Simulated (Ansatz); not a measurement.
The cell comes from COD entry 1010283, which wasn't checked; take it as a given geometry. It differs from other determinations. The listed cell was then made from it by scaling, straining or moving an atom.

An input for Si$_{2}$W: DFT, LDA, all-electron PAW with datasets made for the crystal, scalar-relativistic (Ansatz 0.2.0).

Command: `ansatz run input.yaml --threads 1 --pin off --max-ram 6144MiB --backend cpu --events-out ev --progress --plain --runs-dir out` The run took 51 s on 1 thread of Arm Neoverse V2, on a shared host, peak memory 1.1 GiB.

```yaml
crystal:
  lattice:
    - [-1.63812, 1.63812, 3.94]
    - [1.63812, -1.63812, 3.94]
    - [1.63812, 1.63812, -3.94]
  atoms:
    - { symbol: Si, position: [0.333, 0.333, 0.0] }
    - { symbol: Si, position: [0.667, 0.667, 0.0] }
    - { symbol: W, position: [0.0, 0.0, 0.0] }
kpoints:
  mp_grid: { grid: [11, 11, 14] }
scf:
  occupations: { method: fermi_dirac, width: 0.05 }
hamiltonian:
  xc: lda
  pseudopotentials: { kind: all_electron, datasets: crystal }
output:
  forces: true
  stress: true
  eigenvalues: true
  efg: { contact_densities: true }
```

Set-up and iterations as logged by Ansatz (the results part is left out, to be predicted):

```
Warning: crystal.symmetry: narrowed to the stabiliser of the k-point mesh — unitary ops 16 → 4; excluded 12 operations that carry a point of the 11×11×14 mesh (shift [0, 0, 0]) off the mesh (the run samples exactly the mesh kpoints.mp_grid names, as under crystal.symmetry.detect: false, and its converged state has the mesh's symmetry, not the crystal's; ε∞, the Born charges and the force constants of a linear response (`dielectric:` by the response, `phonons.method: dfpt`) are averaged over those of the crystal's operations that the state keeps within a tolerance, where `mesh_tensors`, `unaveraged_element` or `gamma_mean_max_change_ev_ang2` stands beside them; a row that `dielectric.field_direction` solves alone is averaged likewise, with nothing beside; a Γ-centred mesh of equal divisions is mapped onto itself by every operation and keeps the whole group, as does a half-shifted one under kpoints.further_shifts: images)
hamiltonian.pseudopotentials.datasets: crystal makes datasets for this crystal and solves the spheres of its atoms anew in each pass: cutoff 320.0 eV, the density's 1280.0 eV; for an error of 0.50 meV an atom under PBE, 1.5 meV for the cell; an energy difference from a run of another recipe may be off by several times the error for the cell, under r2SCAN by more, where some 0.1 meV an atom stays at smaller errors; Si in spheres of 1.244 Å, 4 of its electrons in bands; W in spheres of 1.376 Å, 6 of its electrons in bands, 22 on its site; only band paths and densities of states list, in semicore columns, the levels of the semicore shells that are solved separately: 4f of W, 5s of W, 5p of W
Engine: ansatz 0.2.0
Pseudopotentials: kind: all_electron
Pseudopotential: Si, paw, valence charge 4, recommended cutoff 320 eV (normal), Koelling and Harmon's equation, gaussian nucleus
Pseudopotential: W, paw, valence charge 28, recommended cutoff 320 eV (normal), Koelling and Harmon's equation, gaussian nucleus
Functional definition: SPW92
  exchange = slater_x
  correlation = pw_c
Crystal: 3 atoms, lattice volume = 42.291 Å³
Basis set: ecut = 320 eV, 567 PW (Γ)
Bands: 11, of which v1, the nominal top of the filled ones, is band 7 counted from 1 (6 counted from 0)
Symmetry: 4 space group operations
k-points: 468 of 1694
Non-local potential: Si, projectors of the file, l = 0: 1, l = 1: 1
Non-local potential: W, projectors of the file, l = 0: 1, l = 1: 1, l = 2: 2
PAW form: soft (Blöchl's): semilocal exchange-correlation on the pseudo side does not see the compensation charge
PAW one-centre angular grid: Si, 110 points (default); XC on its mesh's 1967 points in the sphere
PAW one-centre angular grid: W, 590 points (default); XC on its mesh's 1823 points in the sphere
Initial density: superposition of atomic densities (neutral atoms: chi_scale 0, normalization atom)
Initial wavefunctions: pseudopotential atomic-orbital guess
Functional: x = slater, c = lda
iter 1 solved again at ethr=2.33e-2 eV; its pass at ethr=1.00e-1 eV (dr2=3.26e0 eV) is discarded
SCF iter   1: F=—  HF=-454679.806195 eV  |F-HF|=—  |Δ(HF+E_count)|=         —  Δρ=7.89e-2  dr2=3.95e0  ethr=2.33e-2  ⟨swp⟩=3.1  Hψ=32835  notcnv=0
SCF iter   2: F=—  HF=-454679.116989 eV  |F-HF|=—  |Δ(HF+E_count)|=   6.89e-1  Δρ=3.58e-2  dr2=6.37e-1  ethr=2.33e-2  ⟨swp⟩=2.1  Hψ=10344  notcnv=0  defer=21
SCF iter   3: F=—  HF=-454678.963095 eV  |F-HF|=—  |Δ(HF+E_count)|=   1.54e-1  Δρ=1.08e-2  dr2=8.42e-2  ethr=4.55e-3  ⟨swp⟩=3.4  Hψ=14029  notcnv=0  defer=18
iter 4 solved again at ethr=2.00e-5 eV; its pass at ethr=6.01e-4 eV (dr2=2.80e-3 eV) is discarded
SCF iter   4: F=—  HF=-454678.963207 eV  |F-HF|=—  |Δ(HF+E_count)|=   1.12e-4  Δρ=2.72e-3  dr2=3.53e-3  ethr=2.00e-5  ⟨swp⟩=3.1  Hψ=26209  notcnv=0  defer=23
eigensolver tolerance schedule calibrated: the retry pair's looser diagonalisation under-reported the residual by θ = 0.21 (0.14/decade); ethr = c·dr2/N_el runs at the constant in force after the calibration composes with the one it found (an armed cap, an earlier calibration), c = 5.1e-2
SCF iter   5: F=—  HF=-454678.960758 eV  |F-HF|=—  |Δ(HF+E_count)|=   2.45e-3  Δρ=1.01e-3  dr2=4.71e-4  ethr=1.29e-5  ⟨swp⟩=2.1  Hψ=8553  notcnv=0  defer=23
SCF iter   6: F=—  HF=-454678.960474 eV  |F-HF|=—  |Δ(HF+E_count)|=   2.84e-4  Δρ=6.75e-4  dr2=3.65e-4  ethr=1.72e-6  ⟨swp⟩=3.9  Hψ=17019  notcnv=0
SCF iter   7: F=—  HF=-454678.960397 eV  |F-HF|=—  |Δ(HF+E_count)|=   7.73e-5  Δρ=1.64e-4  dr2=8.65e-6  ethr=1.33e-6  ⟨swp⟩=3.0  Hψ=10793  notcnv=0  defer=2
SCF iter   8: F=—  HF=-454678.960386 eV  |F-HF|=—  |Δ(HF+E_count)|=   1.08e-5  Δρ=7.34e-5  dr2=3.18e-6  ethr=3.16e-8  ⟨swp⟩=3.0  Hψ=11846  notcnv=0  defer=2
SCF iter   9: F=—  HF=-454678.960384 eV  |F-HF|=—  |Δ(HF+E_count)|=   1.52e-6  Δρ=3.24e-5  dr2=7.17e-7  ethr=1.16e-8  ⟨swp⟩=2.0  Hψ=8497  notcnv=0  defer=1
SCF iter  10: F=-454678.960384 eV  HF=-454678.960384 eV  |F-HF|=4.83e-9  |Δ(HF+E_count)|=   2.04e-7  Δρ=2.47e-6  dr2=3.37e-9  ethr=2.62e-9  ⟨swp⟩=3.0  Hψ=10475  notcnv=0  defer=1
```

Task: What pressure will this run report?

Result: -14.48 GPa (positive in compression).

Task: How large will the largest force be?

Result: 0.391 eV/Å.
